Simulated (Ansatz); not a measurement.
Problem. Ag (β-Sn type, space group No. 141) is relaxed with r²SCAN (plane waves, PAW; program Ansatz). What lattice parameters of the conventional cell result?

Solution. a = 5.263 Å, c = 2.755 Å.

Space group I4_1/amd (β-Sn type). The start of the workflow was typed in or built on a structure type; neither database checked (COD, Materials Project) lists it. It is not the phase usual at ambient conditions (space group No. 225). The r²SCAN relaxation kept the symmetry of its start; whether a distortion lowers the energy is not shown. No spin polarisation was allowed. Axis ratios of metals converge slowly with the k-mesh, so a and c are less sure than the volume.

Potentials: the earlier of the program's two PAW sets.
